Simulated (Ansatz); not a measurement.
## CsPbBr₃ — ⁷⁹Br NMR of the central transition

Cell: a Materials Project structure (computed, not necessarily an observed phase), atoms as given.

Space group Pnma (No. 62); a = 8.4538, b = 11.8789, c = 8.1011 Å.

| site | Wyckoff | site symmetry | x | y | z |
| --- | --- | --- | --- | --- | --- |
| Cs | 4c | .m. | 0.4398 | 0.2500 | 0.5195 |
| Pb | 4b | -1 | 0.0000 | 0.5000 | 0.5000 |
| Br9 | 4c | .m. | 0.9937 | 0.7500 | 0.5597 |
| Br11 | 8d | 1 | 0.2010 | 0.0317 | 0.8028 |

One atom of each set is listed.

Computed with Ansatz: DFT, PBE, plane waves and PAW, scalar-relativistic, 420 eV cutoff, Γ-centred 4×3×4 k-points, Fermi–Dirac smearing 0.02 eV.

⁷⁹Br has I = 3/2 and Q = 308.7 mb (Pyykkö 2018); at 35.2 T its Larmor frequency is ν₀ = 376.8 MHz. Only the quadrupole interaction is simulated: positions count from each site's isotropic chemical shift, and shift anisotropy, dipolar and J coupling are left out.

Task: Simulate the second-order pattern (static powder, Gaussian broadening 200 kHz) of site Br9 (2 Pb at 3.01 Å, angle 161°).

Result: The calculation gives C_Q = 159 MHz and η = 0.12, so ν_Q = 79.4 MHz and the centre of gravity lies at -4459 ppm (-1680 kHz).

offset (kHz), height and a bar:
```
  -6807.6          0 
  -6340.3         20 ######
  -5873.0         61 ##################
  -5405.7         72 ######################
  -4938.4        100 ##############################
  -4471.1         75 ######################
  -4003.8         60 ##################
  -3536.5         53 ################
  -3069.2         48 ##############
  -2601.9         46 ##############
  -2134.6         44 #############
  -1667.3         42 #############
  -1200.0         42 ############
   -732.7         41 ############
   -265.4         42 ############
    201.9         33 ##########
    669.2         34 ##########
   1136.5         37 ###########
   1603.8         41 ############
   2071.1         49 ###############
   2538.4         70 #####################
   3005.7         91 ###########################
   3473.0         22 ######
   3940.3          0
```

At Br9 V_zz points along the line of its two bonds (within 1°).

With ν_Q/ν₀ up to 0.21, terms beyond second order are no longer negligible.

Without spin–orbit coupling the gradients at and beside Pb can be off by some per cent, at some sites by more.

The run took 1.7 min of wall time (1.7 min of CPU time) and 1.7 GiB at its peak, on 1 thread of Intel Xeon Platinum 8488C (Sapphire Rapids) (x86_64; 2 cores open to the job, memory cap 2.5 GiB, no GPU), a shared host with a load of 0.1 a core.
